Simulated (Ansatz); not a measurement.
Cs2NaScCl6 in space group Fm-3m (No. 225; Cs on 8c, Na on 4b, Sc on 4a, Cl on 24e), plane-wave PAW LDA (Ansatz code): ε∞ = 3.20, cell volume 263.34 Å³. Infrared-active transverse modes:

```tsv
ω_TO (cm⁻¹)	oscillator strength S_xx (e²/amu)
67.0	0.04841
127.5	0.1327
219.5	0.01862
316.9	0.4679
```

**Question.** Compute the static dielectric constant.

**Answer.** Each mode adds (4.921e7/V) S/ω²: 2.01, 1.52, 0.07, 0.87. So ε0 = 7.68.

The workflow started from a Materials Project entry (that database holds measured and hypothetical structures alike); the Crystallography Open Database copy checked does not list it. Its standing as an ambient phase is unchecked. The LDA relaxation kept the symmetry of its start; phonons on a q-mesh show no instability. No spin polarisation was allowed. Scalar-relativistic: spin–orbit coupling is off unless named, which matters more the heavier the elements.

Potentials: the later of the program's two PAW sets.
